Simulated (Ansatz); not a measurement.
KZnF3 (cubic perovskite, Pm-3m) at seven volumes, PBEsol (plane waves, PAW; program Ansatz), scaled uniformly. One row is withheld.

```json
[
 {"V (Å³/atom)": "12.110", "P (GPa)": "?"},
 {"V (Å³/atom)": "12.509", "P (GPa)": "5.73"},
 {"V (Å³/atom)": "12.908", "P (GPa)": "2.63"},
 {"V (Å³/atom)": "13.307", "P (GPa)": "0.01"},
 {"V (Å³/atom)": "13.707", "P (GPa)": "-2.19"},
 {"V (Å³/atom)": "14.106", "P (GPa)": "-4.04"},
 {"V (Å³/atom)": "14.505", "P (GPa)": "-5.60"}
]
```

Question: Fit the shown pressures and predict the withheld one.

Answer: P = (3/2)B₀(x^(7/2) − x^(5/2))[1 + (3/4)(B′ − 4)(x − 1)] with x = (V₀/V)^(2/3). Least squares on the six rows gives V₀ = 13.309 Å³/atom, B₀ = 79.8 GPa, B′ = 4.74. At V = 12.110, x = 1.0650 and P = 9.43 GPa. The run itself gave 9.41 GPa.

The PBEsol relaxation kept the symmetry of its start.

Potentials: the later of the program's two PAW sets.
